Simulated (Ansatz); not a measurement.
# Mg5ZnS6: stable or not

It was reached by relaxing an invented guess, and it needn't be the stable form of this composition.

All numbers below come from DFT PBE, scalar-relativistic, plane waves, PAW (Ansatz 0.2.0). The final run on the 12-atom cell used 420 eV, a Γ-centred 6×6×4 mesh, 0.02 eV smearing and no spin polarisation.

Space group P31m (No. 157). a = 6.960 Å, b = 6.960 Å, c = 6.470 Å, α = 90.00°, β = 90.00°, γ = 120.00°
```csv
atom,site,symmetry,x,y,z
Mg,3c,..m,0.0000,0.6698,0.0024
Mg,2b,3..,0.3333,0.6667,0.5029
Zn,1a,3.m,0.0000,0.0000,0.5042
S,3c,..m,0.0000,0.6769,0.3847
S,2b,3..,0.3333,0.6667,0.8843
S,1a,3.m,0.0000,0.0000,0.8701
```

Energies over the elements count from the elements' standard structures at the same level, with no fitted energy shifts.

Question: These tests were run: energy against the elements; random kick, then relaxation without symmetry; phonons at Γ; elastic tensor. What do they show?

Answer:

```tsv
test	result
energy against the elements	−1.331 eV/atom
random kick, then relaxation without symmetry	returns
phonons at Γ	lowest optical mode 83 cm⁻¹
elastic tensor	least eigenvalue 19 GPa
```

It fails none of these tests. Other phases of the system weren't compared here, so this isn't yet thermodynamic stability. Phonons away from Γ weren't computed.

The reference form of S is held partly by dispersion forces, which this level lacks. The kick test ran on a coarse mesh. The run for the phonons used a 6×6×4 k mesh. The run for the elastic tensor used a 6×6×4 k mesh.
